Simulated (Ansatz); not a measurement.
HfO2 (fluorite)

```
HfO2
1.0
    0.00000     2.54906     2.54906
    2.54906     0.00000     2.54906
    2.54906     2.54906     0.00000
Hf O
1 2
Direct
  0.00000   0.00000   0.00000
  0.25000   0.25000   0.25000
  0.75000   0.75000   0.75000
```

The slice is a {111} plane (indices of the conventional cell) through the point (0.250, 0.250, 0.250) (fractional), spanned by u = [100] and v = [-1 2 0] in vectors of this cell: u (3.60 Å) and v (6.24 Å, at 90° to u). It covers one period; positions are fractions (u, v).

Computed with PBE (plane waves to 420 eV, PAW, scalar-relativistic; Ansatz, a quantum-chemistry and plane-wave program). k mesh 11×11×11. These are valence fields of a PAW run, semicore shells included where kept as valence: close to a nucleus they are smooth pseudo fields. HfO2 is run without spin polarisation. HfO2 was relaxed with its symmetry unable to fall. Spin-orbit coupling is left out, though Hf is heavy. The PAW data are Ansatz's earlier set. This is a high-temperature form of HfO2.

Problem. Sketch the density of the highest valence band (whole band, smooth part) on this plane as a map.

Solution. 
```
|79731000001379|
|87410000000147|
|32100000000012|
|00000000000000|
|00000000000000|
|00000000000000|
|00000000000000|
|00000011100000|
|00000133310000|
|00001479741000|
|00002797972000|
|00013970793100|
|00013797973100|
|00001478741000|
|00000123210000|
|00000000000000|
|00000000000000|
|00000000000000|
|00000000000000|
|11000000000001|
|33100000000013|
|97410000000147|
|79720000000279|
|07931000001397|
```
Scale: ten equal steps from 0.002 (start of '0') to 0.322 (end of '9'), in the order '0123456789'. Values: density of the highest valence band (whole band, smooth part) in e/Å³. The map has 14 points along u (one character each, u = 0 at the left) and 24 along v (v = 0 in the bottom row).
